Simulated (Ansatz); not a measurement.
Values for one crystal, relaxed and computed with DFT-r²SCAN in the program Ansatz with PAW potentials; other levels are named.

- Volume per atom: 11.66 Å³
- Band gap: 3.98 eV (indirect)
- Valence-band maximum: at Γ
- Formation energy from the elements (no fitted shifts): -0.55 eV/atom
- Conduction-band minimum: on the Γ–R line, 46 % of the way from Γ (8 equivalent valleys)
- Smallest direct gap on the standard path: 4.03 eV

Pick the material that matches.
(A) ZnN2O6, Pa-3 (Zn on 4b, N on 8c, O on 24d)
(B) Li4Ca2MgSi2N6, C2/m (Pearson symbol mS30)
(C) SiC2N4, Pn-3m (Si on 2a, C on 4c, N on 8e)
(D) MgO, rock salt

A, ZnN2O6, Pa-3 (Zn on 4b, N on 8c, O on 24d)

The workflow started from a Materials Project entry (that database holds measured and hypothetical structures alike); the Crystallography Open Database copy checked does not list it. Its standing as an ambient phase is unchecked. The r²SCAN relaxation kept the symmetry of its start; whether a distortion lowers the energy is not shown. The references are the lowest solids computed at this level, not always the standard phases (solids in place of the gases).

Potentials: the later of the program's two PAW sets.
